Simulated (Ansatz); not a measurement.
ScCu (Pm-3m): lattice vibrations

```
CELL_PARAMETERS angstrom
3.21072 0.00000 0.00000
0.00000 3.21072 0.00000
0.00000 0.00000 3.21072
ATOMIC_POSITIONS crystal
Sc 0.50000 0.50000 0.50000
Cu 0.00000 0.00000 0.00000
```

Conventional cell: a = 3.211 Å, b = 3.211 Å, c = 3.211 Å, α = 90.00°, β = 90.00°, γ = 90.00°. Sc (atom 1) is surrounded by 8 Cu at 2.78 Å. Around Cu (atom 2) lie 8 Sc at 2.78 Å.

Level of theory, where no other is named: PBEsol, all-electron LAPW in Ansatz 0.2.0, scalar-relativistic. k mesh 10×10×10, Fermi-Dirac smearing of 0.100 eV, basis error target 0.5 meV/atom. The cell was relaxed by PAW under this functional, which moved its volume by -4 % from the database entry's.

Atoms are displaced by 0.01 Å in the smallest supercells that hold the wave vectors of a 2×2×2 mesh. Negative values stand for unstable modes.

What are the phonon energies at the solved wave vectors, in meV?

| q | point | modes (meV) |
| --- | --- | --- |
| 0.000 0.000 0.000 | Gamma | 23.92 (×3) |
| 0.500 0.000 0.000 | X | 13.02, 16.19 (×2), 18.62 (×2), 29.63 |
| 0.500 0.500 0.000 | M | 2.59 (×2), 14.57, 15.91, 28.65 (×2) |
| 0.500 0.500 0.500 | R | 9.98 (×3), 30.08 (×3) |

Is the structure dynamically stable at these wave vectors?

Yes, no mode is unstable there, though one zone-boundary mode is very soft; wave vectors off this mesh aren't tested.

How do the optical zone-centre modes decompose, and which are active?

Point group m-3m: Γ_opt = T1u.

| label | meV | activity | mostly |
| --- | --- | --- | --- |
| T1u | 23.92 | IR | Sc (59 %) |

In a metal the activity is that of symmetry alone; free carriers screen the infrared modes.

How well do frozen-core PAW files reproduce these all-electron values?

With a cutoff of 420 eV and displacements of 0.0025 Å, the r.m.s. difference over the modes is 0.2 cm⁻¹; the largest difference is 21.6 (PAW) against 20.9 cm⁻¹ (LAPW).

The cell is scaled evenly to 32.602 and 33.595 Å³ (from 33.098), with free atoms relaxed and the shape held. What are the mode Grüneisen parameters γ = −d ln ω/d ln V?

For the highest mode, 247.6 cm⁻¹ in the small cell and 237.7 in the large one give γ ≈ 1.36. From the change of the dynamical matrix on each mode:

```json
{"point": "Gamma", "cm⁻¹": "192.9", "γ": "1.90"}
{"point": "X", "cm⁻¹": "105.0", "γ": "2.10"}
{"point": "X", "cm⁻¹": "130.6", "γ": "1.71"}
{"point": "X", "cm⁻¹": "150.2", "γ": "1.42"}
{"point": "X", "cm⁻¹": "239.0", "γ": "1.53"}
{"point": "M", "cm⁻¹": "20.9", "γ": "-2.68"}
{"point": "M", "cm⁻¹": "117.5", "γ": "1.90"}
{"point": "M", "cm⁻¹": "128.3", "γ": "1.78"}
{"point": "M", "cm⁻¹": "231.0", "γ": "1.75"}
{"point": "R", "cm⁻¹": "80.5", "γ": "3.31"}
{"point": "R", "cm⁻¹": "242.6", "γ": "1.37"}
```

Weighted by the modes' heat capacities at 300 K, the mean on this mesh is 1.20; it moves with the q mesh, and a coarse one overweights the zone boundary. Rows under −0.05 (1 here) are modes that soften under compression and pull towards negative thermal expansion.

Keep in mind: responses of metals move with mesh and smearing; a very soft zone-boundary mode, near an instability or sensitive to the mesh; the frozen-core PAW files of the compared runs were fitted under PBE, their cores solved anew for this functional.
